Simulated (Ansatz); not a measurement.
In DFT-r²SCAN in the program Ansatz with PAW potentials, ZrTa in the CsCl type structure (Pm-3m) relaxes to a = 3.435 Å. Against the elements it lies at 0.25 eV/atom, with no fitted shifts.

Electronic character: metallic (no gap). Gap from r²SCAN with spin–orbit coupling: none (metallic).

The bulk modulus is 134 GPa. The relaxed-ion elastic constants in GPa are C11 = 149, C12 = 126, C44 = 43.6. The elastic constants imply a Debye temperature near 187 K. Bader charges are Ta -0.84, Zr +0.84 e.

The start of the workflow was typed in or built on a structure type; neither database checked (COD, Materials Project) lists it. Whether it is the stable phase at ambient conditions was not checked. Symmetry was held in the r²SCAN relaxation; whether a distortion lowers the energy is not shown. The run is not spin-polarised. Its formation energy is positive at this level, so the cell may be metastable or incomplete. As this level gives no gap, shear constants depend on the k-mesh and smearing (Fermi–Dirac, 0.1 eV here). The references are the lowest solids computed at this level, not always the standard phases. Scalar-relativistic: spin–orbit coupling is off unless named, which matters more the heavier the elements.

Potentials: the later of the program's two PAW sets.
